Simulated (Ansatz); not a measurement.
Each is relaxed and computed with the program Ansatz at the PBE level (PAW). Which is the only metal?
A. PSi31, I-43m (Pearson symbol cI64)
B. SiO2, CdI2 type
C. SiC, P6_222 (Si on 3d, C on 3c)
D. AlP, zinc blende

A, PSi31, I-43m (Pearson symbol cI64). PSi31: metal; SiO2: gap 6.25 eV (indirect); AlP: gap 1.63 eV (indirect); SiC: gap 0.87 eV (indirect). Constructed cells (a structure type filled with these elements, in neither database checked): SiO2, CdI2 type; SiC, P6_222 (Si on 3d, C on 3c). Typed or built starts, not in the databases checked: PSi31, I-43m (Pearson symbol cI64). Not the usual ambient phase: SiO2, CdI2 type; SiC, P6_222 (Si on 3d, C on 3c). Weakly bound layers, chains or molecules computed without a dispersion correction, so cells and soft constants are ill determined: SiO2, CdI2 type. All cells were relaxed under the symmetry of their starts (and spin orders); stability against distortions was not tested throughout.

Potentials: the later of the program's two PAW sets.
